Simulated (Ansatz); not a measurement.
TiN (rock salt)

```xyz
2
Lattice="0.0000 2.1167 2.1167 2.1167 0.0000 2.1167 2.1167 2.1167 0.0000" Properties=species:S:1:pos:R:3 pbc="T T T"
N      0.0000     0.0000     0.0000
Ti     2.1167     2.1167     2.1167
```

Two coordinates are scanned: the volume, and the ratio of the stretch along z (the conventional c axis) to the stretch across it. Atoms keep their fractional coordinates.

The numbers are results of r2SCAN (plane waves to 500 eV, PAW, scalar-relativistic; Ansatz, a quantum-chemistry and plane-wave program), not measurements. k mesh 19×19×19 (Γ-centred), Fermi-Dirac smearing 0.05 eV. Compression counts positive. With partly filled bands, the response to shear is sensitive to the k mesh, so small differences along c/a are uncertain. The PAW data are Ansatz's earlier set. TiN is run without spin polarisation. TiN was relaxed with its symmetry unable to fall. The last digit holds for this mesh only.

Changes of σxx (GPa) from the point V/V₀ = 1.000, (c/a)/(c/a)₀ = 1.000 when one coordinate moves alone (two changes are said to add if the coupling is within 5 % of the smaller one, nearly so within 20 %):

```csv
point,change
"V/V₀ = 1.000, (c/a)/(c/a)₀ = 0.960",-5.90
"V/V₀ = 1.000, (c/a)/(c/a)₀ = 0.973",-3.98
"V/V₀ = 1.000, (c/a)/(c/a)₀ = 0.987",-2.01
"V/V₀ = 0.960, (c/a)/(c/a)₀ = 1.000",13.14
"V/V₀ = 0.973, (c/a)/(c/a)₀ = 1.000",8.45
"V/V₀ = 0.987, (c/a)/(c/a)₀ = 1.000",4.08
"V/V₀ = 1.013, (c/a)/(c/a)₀ = 1.000",-3.81
"V/V₀ = 1.027, (c/a)/(c/a)₀ = 1.000",-7.36
"V/V₀ = 1.040, (c/a)/(c/a)₀ = 1.000",-10.67
"V/V₀ = 1.000, (c/a)/(c/a)₀ = 1.013",2.15
"V/V₀ = 1.000, (c/a)/(c/a)₀ = 1.027",4.46
"V/V₀ = 1.000, (c/a)/(c/a)₀ = 1.040",6.91
```

### Question
What is the change at V/V₀ = 0.987, (c/a)/(c/a)₀ = 1.013, where both move, and how far is it from the sum?

### Answer
The sum of the single changes is 4.08 + (2.15) = 6.23; the calculation gives 6.37, so the coupling contributes 0.14 (under 20 % of the smaller single change, nearly additive).

### Question
Do the two effects add at V/V₀ = 0.987, (c/a)/(c/a)₀ = 1.040? Give the computed change.

### Answer
The sum of the single changes is 4.08 + (6.91) = 10.99; the calculation gives 11.44, so the coupling contributes 0.45 (under 20 % of the smaller single change, nearly additive).

### Question
What is the change at V/V₀ = 0.973, (c/a)/(c/a)₀ = 1.040, where both move, and how far is it from the sum?

### Answer
The sum of the single changes is 8.45 + (6.91) = 15.36; the calculation gives 16.30, so the coupling contributes 0.94 (under 20 % of the smaller single change, nearly additive).

(Under strain, the slope of the energy per volume gives the stress and its curvature an elastic modulus.)
